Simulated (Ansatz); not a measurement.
A distorted cell of La$_{2}$O$_{3}$ (A-La2O3 type, space group P-3m1):

```
La2O3
1.0
    4.07784     0.00000     0.00000
   -2.03892     3.53151     0.00000
    0.00000     0.00000     6.00967
La O
2 3
Direct
  0.33333   0.66667   0.24614
  0.66667   0.33333   0.75386
  0.00000   0.00000   0.00000
  0.33333   0.66667   0.64612
  0.66667   0.33333   0.35388
```

Method: r2SCAN (plane waves to 500 eV, PAW, scalar-relativistic; Ansatz, a program for electronic structure). k mesh 10×10×6 (Γ-centred), Fermi-Dirac smearing 0.05 eV. The energy includes the smearing's −TS. Compression counts positive. As the atoms are clamped, bonds stretch with the cell, which overstates energies and stresses. La2O3 is run without spin polarisation. La2O3 was relaxed with its symmetry unable to fall.

**Question.** Give the stress tensor in GPa and the pressure.

**Answer.** 
```
   -9.2      0.0      0.0
    0.0     -9.2      0.0
    0.0      0.0     -3.3
```
The pressure, a third of the trace, is -7.2 GPa.

**Question.** It is the relaxed cell deformed to V/V₀ = 1.053, (c/a)/(c/a)₀ = 0.947, c along z, fractional positions held. What is its energy relative to the relaxed cell?

**Answer.** 33.2 meV/atom.

(Under strain, the slope of the energy per volume gives the stress and its curvature an elastic modulus.)
